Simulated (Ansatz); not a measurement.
BaSnF4:
```
CELL_PARAMETERS angstrom
      4.25364     0.00000     0.00000
      0.00000     4.25364     0.00000
      0.00000     0.00000    10.57181
ATOMIC_POSITIONS crystal
  Ba 0.00000 0.50000 0.63592
  Ba 0.50000 0.00000 0.36408
  Sn 0.00000 0.50000 0.11859
  Sn 0.50000 0.00000 0.88141
  F  0.00000 0.00000 0.81815
  F  0.50000 0.50000 0.81815
  F  0.50000 0.50000 0.18185
  F  0.00000 0.00000 0.18185
  F  0.00000 0.00000 0.50000
  F  0.50000 0.50000 0.50000
  F  0.00000 0.50000 0.31429
  F  0.50000 0.00000 0.68571
```

LDA in the plane-wave PAW code Ansatz gives a gap of 3.31 eV without spin–orbit coupling, maximum off the standard path, at k = (0.260, 0.260, -0.021) in fractions of the reciprocal vectors, minimum at M.

Q: What happens when spin–orbit coupling is switched on?

A: The gap falls by 0.02 eV, to 3.29 eV; maximum off the standard path, at k = (0.260, 0.260, -0.021) in fractions of the reciprocal vectors, minimum at M.

Space group P4/nmm. The workflow started from a Materials Project entry (that database holds measured and hypothetical structures alike); the Crystallography Open Database copy checked does not list it. Its standing as an ambient phase is unchecked. The cell was relaxed with LDA under the symmetry of its start; whether a distortion lowers the energy is not shown. A crystal of weakly bound layers computed without a dispersion correction: the cell and the soft elastic constants depend strongly on that.

Potentials: the later of the program's two PAW sets.
